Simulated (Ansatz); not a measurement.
**Bi, a known structure type with other elements, at an estimated volume**

```yaml
crystal:
  lattice:
    - [3.65835, 0.00000, 0.00000]
    - [-1.82917, 3.16822, 0.00000]
    - [0.00000, 0.00000, 5.69934]
  atoms:
    - { symbol: Bi, position: [0.33333, 0.66667, 0.25000] }
    - { symbol: Bi, position: [0.66667, 0.33333, 0.75000] }
```

Method: r2SCAN, no spin polarisation; PAW, plane waves to 500 eV, 11×11×6 Γ-centred mesh, fermi-dirac occupations (width 0.1 eV) (Ansatz 0.2.0), atoms fixed.

Problem. Describe some of the short contacts.

Solution. Bi–Bi at 3.55 Å: least valence density 0.13 e/Å³ and ELF 0.26 there. Both are smooth PAW fields, read partly inside the augmentation spheres.

Problem. What does the stress say?

Solution. The pressure is -2.8 GPa (compression positive), so with the atoms held at these fractions the cell would first shrink. The principal stresses -3.5, -3.5, -1.4 GPa differ, so its shape would change too.

Problem. What happens at the Fermi level?

Solution. It is a metal, with about 1.4 states/eV a cell as the mean within 0.25 eV of the Fermi level, mostly Bi p (94 %).

Origin: a known structure type with other elements, at an estimated volume, so it need not be a known compound.
